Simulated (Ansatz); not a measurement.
Relaxed PdSb2 (space group Pa-3):

```
PdSb2
1.0
    6.41610     0.00000     0.00000
    0.00000     6.41610     0.00000
    0.00000     0.00000     6.41610
Sb Pd
8 4
Cartesian
  2.39239   2.39239   2.39239
  4.02371   4.02371   4.02371
  0.81566   4.02371   5.60044
  5.60044   2.39239   0.81566
  5.60044   0.81566   4.02371
  0.81566   5.60044   2.39239
  4.02371   5.60044   0.81566
  2.39239   0.81566   5.60044
  0.00000   0.00000   0.00000
  3.20805   0.00000   3.20805
  3.20805   3.20805   0.00000
  0.00000   3.20805   3.20805
```

A phonon eigenvector at Γ is frozen into this cell: atom i moves by Q times the vector below, so Q is the largest atomic displacement, in Å. The cell is held. It is one choice among 3 degenerate patterns.

```
atom       x       y       z
----  ------  ------  ------
Sb1    0.053   0.678  -0.733
Sb2   -0.053  -0.678   0.733
Sb3    0.053   0.678   0.733
Sb4   -0.053  -0.678  -0.733
Sb5   -0.053   0.678  -0.733
Sb6    0.053  -0.678   0.733
Sb7   -0.053   0.678   0.733
Sb8    0.053  -0.678  -0.733
```

Atoms not listed stay in place.

The numbers are results of LDA (plane waves to 420 eV, PAW, scalar-relativistic; Ansatz, a first-principles code), not measurements. k mesh 6×6×6 (Γ-centred), Fermi-Dirac smearing 0.05 eV. E stands for the smeared free energy. With partly filled bands, energies and forces of such displacements shift with the k mesh and the smearing. PdSb2 is run without spin polarisation. PdSb2 was relaxed with its symmetry unable to fall. Spin-orbit coupling is left out, though Sb is heavy. ΔE is measured from the undisplaced structure.

```
Q (Å)   ΔE (eV/cell)
------  ------------
-0.180         0.985
-0.120         0.431
-0.060         0.106
0.000          0.000
0.060          0.106
0.120          0.431
0.180          0.985
```

Problem. Which DFPT wavenumber at Γ belongs to this mode?
A. 128 cm⁻¹
B. 158 cm⁻¹
C. 191 cm⁻¹
D. 64 cm⁻¹

Solution. A, 128 cm⁻¹. The curvature of the scan gives 128 cm⁻¹

(For displaced atoms, the force is minus the slope of the energy, and its curvature is a force constant, which sets phonon frequencies.)
